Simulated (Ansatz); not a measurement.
TiAl in space group P-6m2 (No. 187; Ti on 1a, Al on 1d) under volume change, the program Ansatz at the LDA level (PAW), shape and atoms relaxed at each volume.

```tsv
V (Å³/atom)	E − E(relaxed) (meV/atom)	P (GPa)
14.304	53.1	12.95
14.776	22.5	8.01
15.247	5.3	3.72
15.719	0.0	0.00
16.191	(withheld)	(withheld)
16.662	(withheld)	(withheld)
17.134	40.1	-8.48
```

### Question
Fill in the missing entries.

### Answer

- 16.662, E − E(relaxed) (meV/atom): 18.6
- 16.662, P (GPa): -6.04
- 16.191, E − E(relaxed) (meV/atom): 4.9
- 16.191, P (GPa): -3.23

### Question
What does a third-order Birch–Murnaghan fit give for V₀, B₀ and B′?

### Answer
V₀ = 15.72 Å³/atom, B₀ = 115 GPa, B′ = 3.7.

The workflow started from a Materials Project entry (that database holds measured and hypothetical structures alike); the Crystallography Open Database copy checked does not list it. With Ti and Al taken as one species the cell has the higher symmetry P6_3/mmc, so it may be an ordered model of a mixed-site phase. It is not the phase usual at ambient conditions (space group No. 123). The LDA relaxation kept the symmetry of its start; its stability against distortions is not shown here. The run is not spin-polarised.

Potentials: the earlier of the program's two PAW sets. The files were generated under PBE; for other functionals the program regenerates the frozen cores, and for LDA and PBEsol the local potential too.
